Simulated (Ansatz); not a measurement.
Input:

NbSi2:
```cif
data_Nb2Si4
_chemical_formula_sum 'Si4 Nb2'
_space_group_name_H-M_alt 'P 1'
_space_group_IT_number 1
_cell_length_a 5.10523
_cell_length_b 5.10523
_cell_length_c 5.10523
_cell_angle_alpha 106.415
_cell_angle_beta 106.415
_cell_angle_gamma 115.773
loop_
_space_group_symop_operation_xyz
  'x, y, z'
loop_
_atom_site_label
_atom_site_type_symbol
_atom_site_fract_x
_atom_site_fract_y
_atom_site_fract_z
_atom_site_occupancy
Si1 Si 0.64665 0.14665 0.79330 1
Si2 Si 0.85335 0.64665 0.50000 1
Si3 Si 0.14665 0.35335 0.50000 1
Si4 Si 0.35335 0.85335 0.20670 1
Nb1 Nb 0.25000 0.25000 0.00000 1
Nb2 Nb 0.75000 0.75000 0.00000 1
```

This is the PBE-relaxed structure.

**Question.** All from plane-wave PAW PBE (Ansatz code), unless another level is named. Give the electronic character.

**Answer.** metallic (no gap).

**Question.** Predict the density of states at the Fermi level.

**Answer.** 0.88 states/eV per atom (mean over ±0.08 eV).

**Question.** What about the formation energy from the elements (no fitted shifts)?

**Answer.** -0.006 eV/atom.

Space group I4/mcm. A made-up cell: these elements were put on the sites of a structure type; neither database checked (COD, Materials Project) lists it. COD files the formula under space group No. 180, 181, so this cell is another polymorph or a model. Its standing as an ambient phase is unchecked. The PBE relaxation kept the symmetry of its start; whether a distortion lowers the energy is not shown. The run is not spin-polarised. The references are the lowest solids computed at this level, not always the standard phases. Spin–orbit coupling is left out wherever it is not named.

Potentials: the later of the program's two PAW sets.
